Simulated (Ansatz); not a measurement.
Formation energy of LaSb in the WC-type structure

Computed with Ansatz (plane waves, PAW, 420 eV cutoff): PBEsol, scalar-relativistic, no spin polarisation, 8×8×8 k-mesh, Gaussian smearing of 0.05 eV; PAW files: Ansatz's generated set soft_2.

The start was a prototype's sites filled with these elements. The Crystallography Open Database lists the compound in space group Fm-3m (rock salt), so this is a trial structure.

It takes space group P-6m2 (No. 187, hexagonal). The conventional cell has a = 4.420 Å, b = 4.420 Å, c = 4.056 Å, α = 90.00°, β = 90.00°, γ = 120.00°. Around La (site symmetry -6m2) lie 6 Sb at 3.26 Å. Around Sb (site symmetry -6m2) lie 6 La at 3.26 Å. (Neighbours are counted to 15 % beyond the shortest distance.)

The elements were computed in their standard states with the same datasets, cutoff and functional. Total energies depend on the potentials used, so only differences within one code and one set of settings carry meaning.

Energy of the relaxed cell (2 atoms, smearing extrapolated to zero): -12571.415 eV. Elements, in eV/atom: La -6161.275, Sb -6408.086.

What is the formation energy?

[-12571.415 − (1 × -6161.275 + 1 × -6408.086)] / 2 = -1.03 eV/atom, or -99 kJ per mole of atoms.

The value is for 0 K, without zero-point energy. A negative value shows stability against the elements alone, not against other compounds or structures.

Formal charges La³⁺, Sb³⁻ balance and leave closed shells on every ion, yet the run finds no gap: the anions' valence bands overlap the cations' empty bands by 0.1 eV on the mesh. Semilocal functionals make gaps too small, by up to about 1 eV in such compounds, so the real crystal may have a narrow gap or be a semimetal.

Spin–orbit coupling, which matters for such heavy elements, is left out.
